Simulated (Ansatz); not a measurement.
BaCd2As2:
```
BaCd2As2
1.0
    4.54683     0.00000     0.00000
   -2.27342     3.93767     0.00000
    0.00000     0.00000     7.73682
Ba Cd As
1 2 2
Direct
  0.00000   0.00000   0.00000
  0.66667   0.33333   0.37079
  0.33333   0.66667   0.62921
  0.66667   0.33333   0.73569
  0.33333   0.66667   0.26431
```

Relaxed with r²SCAN. Special points in fractions of this cell's reciprocal vectors: Γ (0.000, 0.000, 0.000); M (0.500, 0.000, 0.000); K (0.333, 0.333, 0.000); A (0.000, 0.000, 0.500); L (0.500, 0.000, 0.500); H (0.333, 0.333, 0.500).

Question: List the band energies nearest the valence-band maximum at these points for r²SCAN with spin–orbit coupling in the plane-wave PAW code Ansatz.

Answer: In eV from the valence-band maximum; about four levels below and three above (degenerate sets whole), none deeper than 8.9 eV; points with the same levels are listed once.

| k | below | above |
|---|---|---|
| Γ | -0.07 -0.07 0.00 0.00 | 0.63 0.63 0.73 0.73 |
| M | -1.88 -1.88 -1.35 -1.35 | 1.17 1.17 3.03 3.03 |
| K | -1.69 -1.69 -1.47 -1.47 | 2.94 2.94 2.99 2.99 |
| A | -0.72 -0.72 -0.65 -0.65 | 0.62 0.62 1.76 1.76 |
| L | -0.95 -0.95 -0.73 -0.73 | 1.31 1.31 2.10 2.10 |
| H | -1.76 -1.76 -1.73 -1.73 | 2.43 2.43 2.46 2.46 |

Space group P-3m1. The first step of the workflow began from a Materials Project structure, measured or hypothetical; the Crystallography Open Database copy checked does not list it. Its standing as an ambient phase is unchecked. The cell was relaxed with r²SCAN under the symmetry of its start; its stability against distortions is not shown here.

Potentials: the later of the program's two PAW sets.
